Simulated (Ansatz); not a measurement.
# HfS2, first-principles data

HfS2:
```
HfS2
1.0
   -2.52148     2.52148     5.67724
    2.52148    -2.52148     5.67724
    2.52148     2.52148    -5.67724
Hf S
2 4
Cartesian
  0.00000   0.00000   5.67724
  2.52148   0.00000   2.83862
  0.00000   0.00000   3.14685
  2.52148   0.00000   0.30823
  2.52148   0.00000   5.36901
  0.00000   0.00000   8.20763
```

Space group I4_1/amd (No. 141), anatase; conventional cell a = b = 5.043 Å, c = 11.354 Å, α = β = γ = 90.00°.

Method: DFT-PBE in the program Ansatz with PAW potentials. Geometry: relaxed at this level of theory. Other levels are named where they apply.

### Cell and energy

```json
{
 "volume_per_atom": "24.06 Å³",
 "density": "5.58 g/cm³",
 "Formation energy from the elements (no fitted shifts)": "-1.46 eV/atom"
}
```

### Electronic structure

```json
{
  "band_gap": "0.70 eV (indirect)",
  "valence_band_maximum": "on the Γ–X line, 92 % of the way from Γ",
  "conduction_band_minimum": "at Γ",
  "smallest_direct_gap_on_the_standard_path": "1.19 eV",
  "electron_effective_mass": "0.16, 0.16, 1.9 mₑ (principal values)",
  "hole_effective_mass": "0.66, 0.71, 0.93 mₑ (principal values)"
}
```

### Mechanics

```json
{
  "Bulk modulus (Birch–Murnaghan fit)": "41.3 GPa",
  "Pressure derivative B′": "2.0"
}
```

A made-up cell: these elements were put on the sites of a structure type; neither database checked (COD, Materials Project) lists it. Its standing as an ambient phase is unchecked. Symmetry was held in the PBE relaxation; its stability against distortions is not shown here. No spin polarisation was allowed. The references are the lowest solids computed at this level, not always the standard phases. Scalar-relativistic: spin–orbit coupling is off unless named, which matters more the heavier the elements.

Potentials: the later of the program's two PAW sets.
